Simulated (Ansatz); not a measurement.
Cell and atoms are relaxed with the symmetry kept. Start:

```cif
data_structure
_symmetry_space_group_name_H-M 'I4/mmm'
_symmetry_Int_Tables_number 139
_cell_length_a 3.6381
_cell_length_b 3.6381
_cell_length_c 15.4226
_cell_angle_alpha 90.000
_cell_angle_beta 90.000
_cell_angle_gamma 90.000
_cell_volume 204.13
loop_
_atom_site_label
_atom_site_type_symbol
_atom_site_symmetry_multiplicity
_atom_site_Wyckoff_symbol
_atom_site_fract_x
_atom_site_fract_y
_atom_site_fract_z
_atom_site_occupancy
Rb1 Rb 2 a 0.00000 0.00000 0.00000 1
Fe1 Fe 4 d 0.00000 0.50000 0.25000 1
As1 As 4 e 0.00000 0.00000 0.34953 1
```

Theory: DFT r2SCAN, scalar-relativistic, plane waves, PAW in Ansatz 0.2.0.

Settings: cutoff 500 eV, Γ-centred mesh 14×14×14 on the computed 5-atom cell, Gaussian smearing of 0.10 eV; collinear spin from starting moments 0 1.94 1.94 -0.15 -0.15 μB.

Question: What does it relax to?

Answer: The volume rises by 0.02 Å³/atom to 20.43 Å³/atom, and the energy changes by under 0.1 meV/atom. The cell ends with a moment of 3.09 μB (only this magnetic start was tried). Final structure:
```
Rb Fe As
1.0
    -1.81887    1.81887    7.71875
     1.81887   -1.81887    7.71875
     1.81887    1.81887   -7.71875
Rb Fe As
1 2 2
Direct
  0.00000 0.00000 0.00000
  0.75000 0.25000 0.50000
  0.25000 0.75000 0.50000
  0.34939 0.34939 0.00000
  0.65061 0.65061 0.00000
```

Course of the relaxation (steps run on the plane waves of an earlier cell, and the basis is chosen afresh near the end, so energy and pressure can step there; trial steps that raised the energy were taken back; energies are free energies):

```tsv
step	largest force component (eV/Å)	P (GPa)	V (Å³/atom)
1	0.019	-0.02	20.41
2	0.004	-0.02	20.43
3	0.004	-0.02	20.43
```

The state reached may not be the lowest one. Only parallel moments were tried here.

Cost: 1 run of about 26 core-minutes, on Arm Neoverse V2 (shared hosts).